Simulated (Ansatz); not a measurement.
Property card for ZrPbO₄

Computed with Ansatz, DFT PBE, scalar-relativistic, plane waves, PAW.

Cutoff 420 eV; k points 10×10×10 on the computed 6-atom cell (Γ-centred); Gaussian smearing, width 0.10 eV; no spin polarisation.

The structure is relaxed at this level of theory with its symmetry kept, and needn't be the ground state of this composition.

```xyz
6
Lattice="0.0000 3.3086 3.3086 3.3086 0.0000 3.3086 3.3086 3.3086 0.0000" Properties=species:S:1:pos:R:3 pbc="T T T"
Zr    1.6543    1.6543    1.6543
Pb    3.3086    3.3086    3.3086
O     4.1259    4.1259    5.8001
O     5.8001    4.1259    4.1259
O     5.8001    5.8001    5.8001
O     4.1259    5.8001    4.1259
```

| Item | Value |
| --- | --- |
| Space group | F-43m (No. 216) |
| Volume per atom | 12.07 Å³ |
| Formation energy from the elements' standard states (uncorrected) | +0.316 eV/atom |
| Kohn–Sham band gap | none (metal) |
| Density of states at the Fermi level | 6.1 states/eV per cell |
| Orbital (Löwdin) character within 0.5 eV of the Fermi level | O 2p 66 %, Zr 4d 24 % |
| Bader charge by site (e) | Zr (1 in the cell) 1.96, Pb (1 in the cell) 0.92, O (4 in the cell) -0.72 |

Spin-orbit coupling is left out, which matters for the bands of heavy elements. Spin polarisation was left out, and a magnetic state may lie lower.

Another cell of ZrPbO4 relaxed alike, in P4/mmm, lies 2.27 eV/atom lower, so this cell isn't the stable form at this level.

The cell was found from a structure generator's guess, not taken from experiment. Löwdin shares on free-atom orbitals overweight diffuse shells.
